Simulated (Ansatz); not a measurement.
BaTe:
```
BaTe
1.0
    0.00000     3.53225     3.53225
    3.53225     0.00000     3.53225
    3.53225     3.53225     0.00000
Ba Te
1 1
Cartesian
  0.00000   0.00000   0.00000
  3.53225   3.53225   3.53225
```

Relaxed with PBE.

**Question.** Give the optical modes at the zone centre with their infrared and Raman activity from DFPT, the program Ansatz at the PBE level (PAW).

**Answer.** Transverse frequencies, without the LO–TO term; a row sums one degenerate level.

```tsv
ω (cm⁻¹)	degeneracy	IR ((D/Å)²/amu)	Raman (Å⁴/amu)	activity	symmetry
88	3	6.97	0	IR	T1u
```

**Question.** How high does the top mode go among those that the LO–TO term moves?

**Answer.** 132 cm⁻¹ for q along x.

Space group Fm-3m (rock salt). The cell was relaxed with PBE under the symmetry of its start; of distortions, only those at the zone centre were tested. Spin–orbit coupling is left out wherever it is not named.

Potentials: the later of the program's two PAW sets.
